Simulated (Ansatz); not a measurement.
Nb (bcc (W type), Im-3m) under volume change, plane-wave PAW r²SCAN (Ansatz code), scaled uniformly.

| V (Å³/atom) | E − E(relaxed) (meV/atom) | P (GPa) |
|---|---|---|
| 16.387 | 90.7 | 19.31 |
| 16.927 | 38.3 | 11.93 |
| 17.468 | 9.1 | 5.54 |
| 18.008 | 0.0 | -0.01 |
| 18.548 | 8.3 | -4.83 |
| 19.088 | 31.8 | -9.01 |
| 19.629 | 68.5 | -12.68 |

Problem. What does a third-order Birch–Murnaghan fit give for V₀, B₀ and B′?

Solution. V₀ = 18.01 Å³/atom, B₀ = 172 GPa, B′ = 3.7.

The cell was relaxed with r²SCAN under the symmetry of its start. No spin polarisation was allowed.

Potentials: the earlier of the program's two PAW sets.
